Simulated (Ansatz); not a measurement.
WSi2 (MoSi2 type, space group I4/mmm)

```yaml
crystal:
  lattice:
    - [-1.61458, 1.61458, 3.93362]
    - [1.61458, -1.61458, 3.93362]
    - [1.61458, 1.61458, -3.93362]
  atoms:
    - { symbol: W, position: [0.00000, 0.00000, 0.00000] }
    - { symbol: Si, position: [0.33458, 0.33458, 0.00000] }
    - { symbol: Si, position: [0.66542, 0.66542, 0.00000] }
```

Equation-of-state scan: isotropic scaling of the cell above, V₀ being its volume. The atoms relax within the cell's symmetry.

All values below come from PBE (plane waves to 420 eV, PAW, scalar-relativistic; Ansatz, an electronic-structure program). k mesh 20×20×20 (Γ-centred), Fermi-Dirac smearing 0.05 eV. Energies are smeared free energies. With the shape held, the modulus is that of even scaling; a crystal free to change shape is softer. Spin-orbit coupling is left out, though W is heavy. WSi2 is run without spin polarisation. WSi2 was relaxed with its symmetry unable to fall. The zero of ΔE is the relaxed starting cell. The last digit holds for this mesh only.

| V (Å³/atom) | ΔE (meV/atom) |
|---|---|
| 12.852 | 37.5 |
| 13.016 | 23.5 |
| 13.180 | 12.9 |
| 13.344 | 5.6 |
| 13.508 | 1.4 |
| 13.673 | 0.0 |
| 13.837 | 1.3 |
| 14.001 | 5.1 |
| 14.165 | 11.3 |
| 14.329 | 19.7 |
| 14.493 | 30.1 |

Question: What is the fitted pressure derivative B₀′?

Answer: 4.5.

Question: What bulk modulus at fixed cell shape B₀ follows from a third-order Birch-Murnaghan fit?

Answer: 218 GPa.

(A scan under strain: stresses follow from slopes of the energy per volume, elastic moduli from its curvatures.)
